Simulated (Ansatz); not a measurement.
SiH$_{8}$N$_{2}$F$_{6}$ in space group P6_3mc (No. 186; Pearson symbol hP34), LDA in the plane-wave PAW code Ansatz. The conduction-band minimum lies at Γ, with 1 equivalent valley. Second derivatives d²E/dk² of the lowest band at one valley (eV·Å²), along Cartesian directions:

```json
[
 {"direction": "[100]", "d²E/dk²": "13.99"},
 {"direction": "[010]", "d²E/dk²": "13.99"},
 {"direction": "[001]", "d²E/dk²": "14.71"},
 {"direction": "[110]", "d²E/dk²": "13.99"},
 {"direction": "[101]", "d²E/dk²": "14.35"},
 {"direction": "[011]", "d²E/dk²": "14.35"}
]
```

Problem. Find the principal effective masses, the density-of-states mass and the conductivity mass.

Solution. Off-diagonal terms follow from H_xy = H[110] − (H_xx + H_yy)/2, and m*/mₑ = 7.620 eV·Å² over each eigenvalue: 0.52, 0.54, 0.54. One valley's DOS mass (m₁m₂m₃)^(1/3) = 0.54, conductivity mass 3/(Σ 1/mᵢ) = 0.54 mₑ.

Problem. What effective density of states Nc follows at 300 K for parabolic valleys?

Solution. Nc = 2.509e19 × 1 × (0.54)^(3/2) ≈ 1.0e19 cm⁻³.

The workflow started from a Materials Project entry (that database holds measured and hypothetical structures alike); the Crystallography Open Database files this formula in space group No. 186, but the cells were not matched. Its standing as an ambient phase is unchecked. The LDA relaxation kept the symmetry of its start. At this level the phase is dynamically unstable (imaginary phonons). The volume lies over 15 % below that of the usual cell of this phase: another minimum, or an error of the functional. A crystal of weakly bound molecules computed without a dispersion correction: the cell and the soft elastic constants depend strongly on that.

Potentials: the later of the program's two PAW sets.

Edges and masses are those of Kohn–Sham bands, whose gap is no quasiparticle gap.
